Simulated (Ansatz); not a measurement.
AgI in space group P6_3mc (No. 186; Ag on 2a, Ag on 2b, I on 2a, I on 2b), DFT-LDA in the program Ansatz with PAW potentials, all energies at zero smearing, with the estimated change up to a 700 eV cutoff added, with one set of potentials and settings (totals compare only within such a set). Cell of 8 atoms (4 Ag, 4 I): -59257.887 eV.

```json
[
 {"element": "Ag", "reference phase": "P6_3/mmc, 4 atoms in the cell", "E (eV/atom)": "-7458.1984"},
 {"element": "I", "reference phase": "Cmce, 4 atoms in the cell", "E (eV/atom)": "-7355.9427"}
]
```

Formation energy per atom, worked out: (-59257.887 − 4×(-7458.1984) − 4×(-7355.9427))/8 = -0.165 eV/atom (-16 kJ per mol of atoms), at 0 K, without zero-point energy or fitted corrections.

The workflow started from a Materials Project entry (that database holds measured and hypothetical structures alike). Its sites differ from those of the usual phase in this space group: another stacking or structure type. Symmetry was held in the LDA relaxation; phonons on a q-mesh show no instability. No spin polarisation was allowed. A crystal of weakly bound layers computed without a dispersion correction: the cell and the soft elastic constants depend strongly on that. The references are the lowest solids computed at this level, not always the standard phases. Spin–orbit coupling is left out wherever it is not named.

Potentials: the earlier of the program's two PAW sets.
